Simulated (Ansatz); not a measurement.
Relaxed-ion elastic tensor of Al2Pt (fluorite or antifluorite type, Fm-3m) in GPa (Voigt order), the program Ansatz at the PBEsol level (PAW); density 8.07 g/cm³, 17.08 Å³ per atom.

```
 186   115   115   0.0   0.0   0.0
 115   186   115   0.0   0.0   0.0
 115   115   186   0.0   0.0   0.0
 0.0   0.0   0.0  46.7   0.0   0.0
 0.0   0.0   0.0   0.0  46.7   0.0
 0.0   0.0   0.0   0.0   0.0  46.7
```

Problem. Is the crystal mechanically stable?

Solution. Yes: the smallest eigenvalue of C is 46.7 GPa.

Problem. Work out the Voigt, Reuss and Hill averages.

Solution. K_V = 139, K_R = 139, K_H = 139; G_V = 42.0, G_R = 41.2, G_H = 41.6 GPa.

Problem. Give Young's modulus, Poisson's ratio, Pugh's ratio and the universal anisotropy index.

Solution. E = 9KG/(3K + G) = 114 GPa; ν = 0.36; K/G = 3.34 (ductile by the Pugh limit of 1.75); A_U = 5G_V/G_R + K_V/K_R − 6 = 0.10.

Problem. Estimate the sound speeds and the Debye temperature.

Solution. v_l = √((K + 4G/3)/ρ) = 4910 m/s, v_t = √(G/ρ) = 2270 m/s, mean 2560 m/s; Θ = (h/k)(3n/4πV)^(1/3) v_m = 296 K.

Problem. Give the Zener ratio and Young's modulus along [100], [110] and [111].

Solution. A = 2C44/(C11 − C12) = 1.33; 1/E = S11 − 2(S11 − S12 − S44/2)Γ with Γ = 0, 1/4, 1/3 gives 96.9, 117, 126 GPa.

Problem. Solve the Christoffel equation for the three sound speeds along [100], [110], [111].

Solution. Eigenvalues of C_ijkl n_j n_l equal ρv². In km/s, slowest first: [100] 2.41, 2.41, 4.79; [110] 2.08, 2.41, 4.94; [111] 2.20, 2.20, 4.99.

The PBEsol relaxation kept the symmetry of its start; of distortions, only those at the zone centre were tested. The run is not spin-polarised. As this level gives no gap, shear constants depend on the k-mesh and smearing (Fermi–Dirac, 0.1 eV here). Spin–orbit coupling is left out wherever it is not named.

Potentials: the later of the program's two PAW sets.
